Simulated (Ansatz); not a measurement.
Ge (diamond), conventional cell a = b = c = 5.762 Å, α = β = γ = 90.00°. The calculation uses the primitive cell of 2 atoms, to which meshes and values per cell refer.

This relaxed cell (volume V₀) is scaled evenly in all directions, its shape held. Symmetry pins the atoms to their sites.

Calculation: PBE (plane waves to 420 eV, PAW, scalar-relativistic; Ansatz, a quantum-chemistry and plane-wave program). k mesh 14×14×14 (Γ-centred), Fermi-Dirac smearing 0.05 eV. E stands for the smeared free energy. Compression counts positive. Ge was relaxed with its symmetry unable to fall. The PAW data are Ansatz's earlier set. ΔE is measured from the relaxed starting cell.

| V/V₀ | ΔE (eV/atom) | P (GPa) |
|---|---|---|
| 0.840 | 0.157 | 15.6 |
| 0.880 | 0.081 | 10.2 |
| 0.920 | 0.033 | 6.0 |
| 0.960 | 0.008 | 2.6 |
| 1.000 | 0.000 | 0.0 |
| 1.040 | 0.007 | -2.1 |
| 1.080 | 0.024 | -3.7 |
| 1.120 | 0.051 | -5.1 |
| 1.160 | 0.084 | -6.1 |

Key numbers:

The pressure at the smallest volume comes out as 15.6 GPa, the energy cost of the largest compression is 157 meV/atom and the energy cost of the largest expansion is 84 meV/atom. The bulk modulus B₀ (third-order Birch-Murnaghan fit) is 58.6 GPa and the pressure derivative B₀′ (fit) comes out as 4.8. The equilibrium volume of the fit is 23.91 Å³/atom and the pressure for 5 % compression (fit) is 3.4 GPa.

(A scan under strain: stresses follow from slopes of the energy per volume, elastic moduli from its curvatures.)
